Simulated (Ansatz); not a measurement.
# Data sheet: HfOs (DFT)

HfOs:
```
CELL_PARAMETERS angstrom
      3.20027     0.00000     0.00000
      0.00000     3.20027     0.00000
      0.00000     0.00000     3.20027
ATOMIC_POSITIONS crystal
  Hf 0.00000 0.00000 0.00000
  Os 0.50000 0.50000 0.50000
```

Space group Pm-3m (No. 221), CsCl type; conventional cell a = 3.2003 Å, b = 3.2003 Å, c = 3.2003 Å, α = 90.00°, β = 90.00°, γ = 90.00°.

Method: LDA (plane waves, PAW; program Ansatz). Geometry: relaxed at this level of theory. Other levels are named where they apply.

Cell and energy:

```
Property                                                       Value
-----------------------------------------------------  -------------
Volume per atom                                             16.39 Å³
Density                                                  18.68 g/cm³
Formation energy from the elements (no fitted shifts)  -0.66 eV/atom
```

Electronic structure:

```
Property                                                                    Result
------------------------------------  --------------------------------------------
Electronic character                                             metallic (no gap)
Density of states at the Fermi level  0.17 states/eV per atom (mean over ±0.08 eV)
```

Mechanics:

```
Item                                                                           Value
--------------------------------------------  --------------------------------------
Bulk modulus (Birch–Murnaghan fit)                                           252 GPa
Pressure derivative B′                                                           4.2
Elastic constants (relaxed ions, GPa)                C11 = 446, C12 = 155, C44 = 115
Mechanical stability                          stable (all eigenvalues of C positive)
Hill bulk and shear moduli                                           252 and 126 GPa
Young's modulus                                                              325 GPa
Poisson's ratio                                                                 0.29
Debye temperature from the elastic constants                                   340 K
```

Phonons:

```
Property                                       Result
-----------------------------  ----------------------
Highest zone-centre frequency                160 cm⁻¹
Zone-centre stability          no imaginary mode at Γ
```

The first step of the workflow began from a Materials Project structure, measured or hypothetical; the Crystallography Open Database files this formula in space group No. 221, but the cells were not matched. Whether it is the stable phase at ambient conditions was not checked. The cell was relaxed with LDA under the symmetry of its start. The run is not spin-polarised. As this level gives no gap, shear constants depend on the k-mesh and smearing (Fermi–Dirac, 0.1 eV here). As this level gives no gap, phonon frequencies hold no LO–TO term and depend on the k-mesh and smearing (Fermi–Dirac, 0.1 eV here). The references are the lowest solids computed at this level, not always the standard phases. Spin–orbit coupling is left out wherever it is not named.

Potentials: the later of the program's two PAW sets.
